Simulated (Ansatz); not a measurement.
CoLi$_{2}$Nb$_{4}$O$_{12}$:
```xyz
19
Lattice="-5.2098 0.0000 0.0000 -2.5937 2.1334 8.5934 -2.5932 4.9334 0.0000" Properties=species:S:1:pos:R:3 pbc="T T T"
Co    -2.6142     1.4634     5.1816
Li    -5.1897     2.9278     0.9815
Li    -7.7998     4.7564     3.1022
Nb    -7.8224     5.3083     6.5357
Nb    -2.5837     1.7956     2.0836
Nb    -5.2440     3.5283     4.3283
Nb   -10.3689     7.0580     8.5731
O     -4.2218     4.5993     5.8653
O     -4.2200     0.9795     1.6351
O     -6.7593     4.9122     4.9229
O     -1.5020     1.2737     0.7050
O     -8.7268     6.2301     8.1379
O     -3.5571     2.7435     3.8772
O     -7.2904     3.9345     7.6343
O     -4.5711     5.4263     3.3693
O     -5.9365     2.1842     5.4291
O     -3.2274     3.6073     1.2006
O     -6.1165     6.5428     7.0061
O     -6.2125     3.1397     2.7601
```
Starting moments (μB, in the order of the atoms Co Li Li Nb Nb Nb Nb O O O O O O O O O O O O): 2.5 0.0 0.0 0.0 0.0 0.0 0.0 0.0 0.0 0.0 0.0 0.0 0.0 0.0 0.0 0.0 0.0 0.0 0.0.

Relaxed with PBE. Independent-particle spectrum: no excitons, no local fields, no scissors shift; 0.1 eV broadening; ε₁ of the summed bands alone.

Tabulate the dielectric function from PBE (plane waves, PAW; program Ansatz).



```tsv
E (eV)	ε₁ xx	ε₂ xx	ε₁ yy	ε₂ yy	ε₁ zz	ε₂ zz
0.0	6.62	0.00	5.94	0.00	6.37	0.00
0.4	6.77	0.00	6.09	0.01	6.43	0.00
0.8	6.28	0.50	5.63	0.45	6.47	0.07
1.2	6.99	0.00	6.18	0.01	6.87	0.01
1.6	7.25	0.99	6.16	0.60	7.21	0.60
2.0	7.28	0.65	6.61	0.33	7.68	0.67
2.4	8.02	1.47	7.15	0.85	7.47	1.86
2.8	7.69	2.17	6.95	1.49	7.19	2.03
3.2	7.87	1.97	7.36	1.16	7.88	1.69
3.6	9.96	2.29	9.45	1.99	9.97	2.30
4.0	10.36	6.74	9.65	6.43	9.91	6.85
4.4	7.16	8.97	5.93	7.95	7.19	8.70
4.8	4.86	9.62	4.78	6.80	4.45	8.91
5.2	2.11	8.77	3.39	7.58	2.39	8.48
5.6	0.01	7.52	1.11	6.62	0.59	7.41
6.0	-0.42	5.14	0.45	5.02	-0.21	5.26
6.4	-0.08	3.57	0.58	3.57	0.03	3.75
6.8	0.74	2.60	1.15	2.79	0.84	2.58
7.2	2.24	2.15	2.29	2.49	2.41	2.35
7.6	3.23	3.56	3.16	3.39	3.11	3.56
8.0	2.81	5.12	2.86	4.79	2.69	4.90
8.4	0.93	5.40	1.26	5.18	1.15	5.50
8.8	-0.03	4.42	0.43	4.35	0.05	4.52
9.2	0.00	3.64	0.23	3.92	-0.06	3.78
9.6	0.07	3.42	-0.09	3.71	-0.15	3.46
10.0	-0.05	3.15	-0.54	3.02	-0.25	3.06
10.4	-0.20	2.89	-0.31	2.46	-0.10	2.71
10.8	-0.21	2.51	-0.11	2.03	-0.12	2.46
11.2	-0.08	2.21	0.24	1.95	-0.01	2.14
11.6	0.15	2.10	0.24	1.94	0.20	2.13
12.0	0.08	2.11	0.35	1.97	0.17	2.19
```

From ε at 2.5 eV (xx: 7.92 + 1.70i), find n, k, the normal reflectivity and the absorption coefficient.

n = 2.83, k = 0.300, R = 23 %, α = 2kE/ħc = 76000 cm⁻¹.

With all bands, ε∞ without local fields is 6.81 (xx), 6.14 (yy), 6.56 (zz).

Space group P1. The start of the workflow was typed in or built on a structure type; neither database checked (COD, Materials Project) lists it. Whether it is the stable phase at ambient conditions was not checked. Symmetry was held in the PBE relaxation; whether a distortion lowers the energy is not shown. Spin order of the final state: ferromagnetic, the only order run, not a proven ground state. No Hubbard U is applied. Spin–orbit coupling is left out wherever it is not named.

Potentials: the later of the program's two PAW sets.
